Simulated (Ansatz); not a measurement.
LaSb: stiffness from a series of strains

```xyz
2
Lattice="0.0000 3.2450 3.2450 3.2450 0.0000 3.2450 3.2450 3.2450 0.0000" Properties=species:S:1:pos:R:3 pbc="T T T"
La    0.0000    0.0000    0.0000
Sb    3.2450    3.2450    3.2450
```

Atom numbers follow the list: La1, Sb2.

The cell is COD entry 1537613, as deposited and not checked against the literature; nothing was relaxed.

No spin–orbit coupling, which matters for the heavy atoms here.

The calculation used DFT, PBEsol, all-electron LAPW, scalar-relativistic (Ansatz 0.2.0).

Numerical set-up: a Γ-centred 10×10×10 k mesh, Fermi–Dirac smearing of 0.05 eV, basis error target 1 meV/atom, no spin polarisation.

The strain is applied along the Cartesian axes of the cell as listed (γ is the engineering shear, twice εxy = εyz = εzx). Fractional coordinates are held (clamped ions).

σ is the change of stress from the unstrained cell, which is at -0.93 GPa; tension is positive, so slopes are stress–strain coefficients at that pressure. In a metal the k mesh adds noise.

Only quantities that a quadratic follows smoothly over the whole series are listed; rougher ones are left out.

```
      γ  σxy (GPa)
-0.0200      -0.35
-0.0100      -0.18
 0.0000       0.00
 0.0200       0.39
```

(1) Fit the series and read off the stiffness at zero strain.

(2) One run, at γ = 0.0100, is withheld. Predict its row.

Results:

(1) Least-squares fits y = p0 + p1 x + p2 x² to the rows give σxy (GPa): p1 = 18.5, p2 = 50. So C44 (clamped ions) = 18 GPa.

(2) The fits give 0.19; the run gave 0.19.
